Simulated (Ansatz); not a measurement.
Here is the system:

GeTePb2Se2:
```xyz
6
Lattice="4.2881 0.0000 0.0000 -2.1440 3.7136 0.0000 0.0000 0.0000 10.8952" Properties=species:S:1:pos:R:3 pbc="T T T"
Ge     0.0000     0.0000     0.0205
Te     2.1440     1.2379     9.4264
Pb     2.1440     1.2379     3.3856
Pb     0.0000     2.4757     7.0845
Se     0.0000     2.4757     1.8086
Se     0.0000     0.0000     5.5123
```

This is the r²SCAN+D4-relaxed structure. x, y and z are the axes in which the lattice vectors are written.

Task: All from r²SCAN+D4 in the plane-wave PAW code Ansatz, unless another level is named. Give the highest zone-centre frequency (without LO–TO term).

Result: 4.99 THz.

Task: Predict the Poisson's ratio.

Result: 0.29.

Task: What about the elastic constants (relaxed ions, GPa)?

Result: C11 = 78.6, C12 = 22.8, C13 = 23.4, C14 = -8.4, C33 = 40.1, C44 = 14.9.

Task: Predict the piezoelectric stress constants (proper, relaxed ions, C/m²).

Result: e15 = e24 = -5.49, e16 = e21 = 1.69, e22 = -1.69, e31 = e32 = -0.88, e33 = -3.26.

Space group P3m1. The workflow started from a Materials Project entry (that database holds measured and hypothetical structures alike); the Crystallography Open Database copy checked does not list it. Its standing as an ambient phase is unchecked. The r²SCAN+D4 relaxation kept the symmetry of its start; its stability against distortions is not shown here. Signs of piezoelectric constants follow the polarity of the cell as given. Spin–orbit coupling is left out wherever it is not named.

Potentials: the later of the program's two PAW sets.
